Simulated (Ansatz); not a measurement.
SiC (wurtzite)

```cif
data_C2Si2
_chemical_formula_sum 'Si2 C2'
_space_group_name_H-M_alt 'P 1'
_space_group_IT_number 1
_cell_length_a 3.09192
_cell_length_b 3.09192
_cell_length_c 5.07421
_cell_angle_alpha 90.000
_cell_angle_beta 90.000
_cell_angle_gamma 120.000
loop_
_space_group_symop_operation_xyz
  'x, y, z'
loop_
_atom_site_label
_atom_site_type_symbol
_atom_site_fract_x
_atom_site_fract_y
_atom_site_fract_z
_atom_site_occupancy
Si1 Si 0.66667 0.33333 0.00052 1
Si2 Si 0.33333 0.66667 0.50052 1
C1 C 0.66667 0.33333 0.62468 1
C2 C 0.33333 0.66667 0.12468 1
```

E(V) scan at fixed shape, V₀ the volume above. The atoms relax within the cell's symmetry.

Method: PBE (plane waves to 420 eV, PAW, scalar-relativistic; Ansatz, a program for electronic structure). k mesh 12×12×7 (Γ-centred), Fermi-Dirac smearing 0.05 eV. E stands for the smeared free energy. Compression counts positive. SiC was relaxed with its symmetry unable to fall. The PAW data are Ansatz's earlier set. ΔE is measured from the relaxed starting cell.

Problem. Predict the ΔE (eV/atom) and P (GPa) at V/V₀ = 0.940, 0.955, 1.015, 1.045, 1.060.

Solution. 
```csv
V/V₀,ΔE (eV/atom),P (GPa)
0.940,0.0279,14.9
0.955,0.0153,10.8
1.015,0.0015,-3.1
1.045,0.0132,-8.6
1.060,0.0229,-11.1
```

(Under strain, the slope of the energy per volume gives the stress and its curvature an elastic modulus.)
